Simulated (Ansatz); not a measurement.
## CdBr₃: from a guess to a relaxed structure

All numbers below come from Ansatz 0.2.0, DFT PBE, scalar-relativistic, plane waves, PAW. Cutoff 420 eV, Gaussian smearing, Γ-centred meshes. Cell and atoms relax first on a coarse mesh and then on a finer one. In between, the cell is made exact in the group found at 0.06 Å. In metals the finer mesh still leaves noise of several meV/atom or more. The steps can't lower the symmetry of their start. No spin polarisation.

The guess for CdBr₃ was made by a generator: random cell by space group and Wyckoff sites (P-6m2, No. 187). Its size is a rough estimate.

```
Cd Br
1.0
     5.78943    0.00000    0.00000
    -2.89472    5.01380    0.00000
     0.00000    0.00000    5.40314
Cd Br
1 3
Direct
  0.00000 0.00000 0.00000
  0.16347 0.83653 0.50000
  0.16347 0.32694 0.50000
  0.67306 0.83653 0.50000
```

Energies over the elements count from the elements' standard structures at the same level, with no fitted energy shifts. The references include crystalline Br.

Problem. Describe the relaxed structure.

Solution. The symmetry stays P-6m2 (No. 187). The volume per atom grows by 3.3 %, from 39.2 to 40.5 Å³. The shortest distance goes from 2.84 Å (Br–Br) to 2.80 Å (Cd–Br). The ratio c/a of the conventional cell changes by a factor of 0.59. The energy falls by about 0.53 eV/atom (the start's value is from the coarse mesh). Conventional cell: a = 6.974 Å, c = 3.847 Å. Around Cd lie 6 Br at 2.80 Å; around Br lie 2 Cd at 2.80 Å.

```cif
data_structure
_symmetry_space_group_name_H-M 'P-6m2'
_symmetry_Int_Tables_number 187
_cell_length_a 6.9744
_cell_length_b 6.9744
_cell_length_c 3.8469
_cell_angle_alpha 90.000
_cell_angle_beta 90.000
_cell_angle_gamma 120.000
_cell_volume 162.05
loop_
_atom_site_label
_atom_site_type_symbol
_atom_site_symmetry_multiplicity
_atom_site_Wyckoff_symbol
_atom_site_fract_x
_atom_site_fract_y
_atom_site_fract_z
_atom_site_occupancy
Cd1 Cd 1 a 0.00000 0.00000 0.00000 1
Br1 Br 3 k 0.16901 0.83099 0.50000 1
```

Problem. How does it come out in energy, and is it a metal?

Solution. The formation energy is −0.40 eV/atom and the gap on the 12×12×12 mesh of the 4-atom cell is 0 eV (a metal).

Whether it is stable depends on the other phases of the system, which aren't compared here.

The last run used Gaussian smearing of 0.10 eV. Weakly bound directions are ill-defined at this level, which has no dispersion term. An odd number of electrons in the primitive cell allows no gap without spin; a larger cell or a magnetic state could open one. The cell is a metal run without spin; a magnetic state may lie lower. The reference form of Br is held partly by dispersion forces, which this level lacks. Symmetry constrained the relaxation, so the result can be a saddle point. In all, the 3 runs took 4.7 min on 1 thread of Intel(R) Xeon(R) 6975P-C (Granite Rapids), with other jobs on the host.
